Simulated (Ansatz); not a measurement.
Input:

MoRh:
```cif
data_Mo2Rh2
_chemical_formula_sum 'Mo2 Rh2'
_space_group_name_H-M_alt 'Pmma'
_space_group_IT_number 51
_space_group_name_Hall '-P 2a 2a'
_cell_length_a 4.35718
_cell_length_b 2.70660
_cell_length_c 4.74316
_cell_angle_alpha 90.000
_cell_angle_beta 90.000
_cell_angle_gamma 90.000
loop_
_atom_site_label
_atom_site_type_symbol
_atom_site_symmetry_multiplicity
_atom_site_Wyckoff_symbol
_atom_site_fract_x
_atom_site_fract_y
_atom_site_fract_z
_atom_site_occupancy
Mo1 Mo 2 e 0.75000 0.00000 0.17135 1
Rh1 Rh 2 f 0.25000 0.50000 0.32610 1
```

This is the LDA-relaxed structure.

**Question.** All from plane-wave PAW LDA (Ansatz code), unless another level is named. Predict the highest zone-centre frequency.

**Answer.** 229 cm⁻¹.

**Question.** Predict the bulk modulus (Birch–Murnaghan fit).

**Answer.** 311 GPa.

The first step of the workflow began from a Materials Project structure, measured or hypothetical; the Crystallography Open Database copy checked does not list it. With Mo and Rh taken as one species the cell has the higher symmetry P6_3/mmc, so it may be an ordered model of a mixed-site phase. Its standing as an ambient phase is unchecked. The cell was relaxed with LDA under the symmetry of its start; of distortions, only those at the zone centre were tested. No spin polarisation was allowed. As this level gives no gap, phonon frequencies hold no LO–TO term and depend on the k-mesh and smearing (Fermi–Dirac, 0.1 eV here).

Potentials: the later of the program's two PAW sets.
